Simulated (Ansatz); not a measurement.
# Cold compression of Se (diamond type)

```yaml
crystal:
  lattice:
    - [0.00000, 3.08440, 3.08440]
    - [3.08440, 0.00000, 3.08440]
    - [3.08440, 3.08440, 0.00000]
  atoms:
    - { symbol: Se, position: [0.87500, 0.87500, 0.87500] }
    - { symbol: Se, position: [0.12500, 0.12500, 0.12500] }
```

The cell comes from a relaxation on PAW files under the same functional, begun from a prototype that needn't be the stable phase.

Its volume is scaled at fixed shape and fractional positions.

Level of theory: DFT with LDA, scalar-relativistic, in Ansatz 0.2.0; a Γ-centred 11×11×11 k mesh, Fermi–Dirac smearing of 0.08 eV, no spin polarisation. LAPW: all electrons, basis error target 1 meV/atom; PAW: frozen-core files, cutoff 420 eV; crystal datasets: all electrons, by PAW datasets that the program makes for each cell; norm-conserving: pseudopotentials, cutoff 1170 eV; PAW (cutoff 1000 eV): frozen-core files, cutoff 1000 eV.

Energies are extrapolated to zero smearing and count from the unscaled cell; pressure is positive in compression; gaps take the mesh and a band path. No temperature or zero-point motion is included.

The PAW files were made under PBE. The structure type is held throughout; the real material can change phase at far lower pressure.

```json
{"V/V0": "1.00", "V (Å³/atom)": "29.34", "P LAPW (GPa)": "0.00", "ΔE LAPW (eV/atom)": "0.000", "P PAW − LAPW (GPa)": "-0.01", "ΔE PAW − LAPW (meV/atom)": "0.0"}
{"V/V0": "0.92", "V (Å³/atom)": "27.00", "P LAPW (GPa)": "4.64", "ΔE LAPW (eV/atom)": "0.031", "P PAW − LAPW (GPa)": "-0.01", "ΔE PAW − LAPW (meV/atom)": "0.0"}
{"V/V0": "0.84", "V (Å³/atom)": "24.65", "P LAPW (GPa)": "11.61", "ΔE LAPW (eV/atom)": "0.147", "P PAW − LAPW (GPa)": "-0.02", "ΔE PAW − LAPW (meV/atom)": "-0.2"}
{"V/V0": "0.76", "V (Å³/atom)": "22.30", "P LAPW (GPa)": "?", "ΔE LAPW (eV/atom)": "?", "P PAW − LAPW (GPa)": "?", "ΔE PAW − LAPW (meV/atom)": "?"}
{"V/V0": "0.68", "V (Å³/atom)": "19.95", "P LAPW (GPa)": "38.7", "ΔE LAPW (eV/atom)": "0.828", "P PAW − LAPW (GPa)": "-0.04", "ΔE PAW − LAPW (meV/atom)": "-0.8"}
{"V/V0": "0.60", "V (Å³/atom)": "17.61", "P LAPW (GPa)": "64.4", "ΔE LAPW (eV/atom)": "1.566", "P PAW − LAPW (GPa)": "-0.07", "ΔE PAW − LAPW (meV/atom)": "-1.4"}
{"V/V0": "0.52", "V (Å³/atom)": "15.26", "P LAPW (GPa)": "109.1", "ΔE LAPW (eV/atom)": "2.805", "P PAW − LAPW (GPa)": "-0.15", "ΔE PAW − LAPW (meV/atom)": "-2.9"}
{"V/V0": "0.45", "V (Å³/atom)": "13.20", "P LAPW (GPa)": "176.5", "ΔE LAPW (eV/atom)": "4.598", "P PAW − LAPW (GPa)": "-0.31", "ΔE PAW − LAPW (meV/atom)": "-5.6"}
```

**Question.** Fit the Vinet equation to the LAPW pressures shown (residuals weighted by 1/(|P| + 0.03·Pmax)), and predict the pressure of the withheld row.

**Answer.** The fit gives V0 = 29.36 Å³/atom, B0 = 45.4 GPa and B0′ = 4.32. At 22.30 Å³/atom, x = (V/V0)^(1/3) = 0.9124, and P = 3·B0·(1 − x)/x²·exp[1.5·(B0′ − 1)·(1 − x)] = 22.2 GPa. The run itself gave 22.3 GPa (-0.6 % off) and ΔE = 0.389 eV/atom.

**Question.** At the smallest volume, how far do crystal datasets and norm-conserving and PAW (cutoff 1000 eV) lie from LAPW in pressure?

**Answer.** crystal datasets: -0.01 GPa; norm-conserving: +0.02 GPa; PAW (cutoff 1000 eV): -0.37 GPa, on a LAPW pressure of 176.5 GPa.
